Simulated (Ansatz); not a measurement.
## Cs3Al2F9: 27Al NMR of the central transition

Cell: a structure deposited in the COD, ions relaxed with PBE at fixed cell.

Space group P6_3/mmc (No. 194); a = 6.2535, c = 14.7193 Å, γ = 120.00°.

| site | Wyckoff | site symmetry | x | y | z |
| --- | --- | --- | --- | --- | --- |
| Cs1 | 2d | -6m2 | 0.3333 | 0.6667 | 0.7500 |
| Cs3 | 4f | 3m. | 0.3333 | 0.6667 | 0.4359 |
| Al | 4e | 3m. | 0.0000 | 0.0000 | 0.1566 |
| F11 | 6h | mm2 | 0.1275 | 0.2550 | 0.2500 |
| F17 | 12k | .m. | 0.2854 | 0.1427 | 0.0997 |

One atom of each set is listed.

Computed with Ansatz: DFT, PBE, plane waves and PAW, scalar-relativistic, 420 eV cutoff, Γ-centred 4×4×2 k-points, Fermi–Dirac smearing 0.02 eV.

27Al has I = 5/2 and Q = 146.6 mb (Pyykkö 2018); at 9.4 T its Larmor frequency is ν₀ = 104.4 MHz. Only the quadrupole interaction is simulated: positions count from each site's isotropic chemical shift, and J coupling is left out, as are shift anisotropy and dipolar coupling, which fast spinning averages.

(1) Simulate the second-order pattern (fast magic-angle spinning, Gaussian broadening 0.03 kHz) of site Al (6 F at 1.76–1.95 Å).

## Answers

(1) The calculation gives C_Q = 2.96 MHz and η = 0.00, so ν_Q = 0.444 MHz and the centre of gravity lies at -4.83 ppm (-0.504 kHz).

(offset (kHz), height): (-1.314, 0), (-1.283, 0), (-1.252, 3), (-1.222, 4), (-1.191, 4), (-1.160, 4), (-1.129, 5), (-1.098, 5), (-1.067, 5), (-1.036, 5), (-1.005, 5), (-0.975, 5), (-0.944, 5), (-0.913, 5), (-0.882, 6), (-0.851, 6), (-0.820, 10), (-0.789, 67), (-0.759, 70), (-0.728, 48), (-0.697, 40), (-0.666, 36), (-0.635, 35), (-0.604, 33), (-0.573, 32), (-0.542, 32), (-0.512, 31), (-0.481, 31), (-0.450, 32), (-0.419, 33), (-0.388, 34), (-0.357, 36), (-0.326, 39), (-0.296, 43), (-0.265, 49), (-0.234, 62), (-0.203, 100), (-0.172, 66), (-0.141, 2), (-0.110, 0)

An axis of threefold or higher order runs through Al, so V_zz lies along it and η is zero.

The database positions were far from equilibrium, so the relaxed structure may not be the compound's real one.
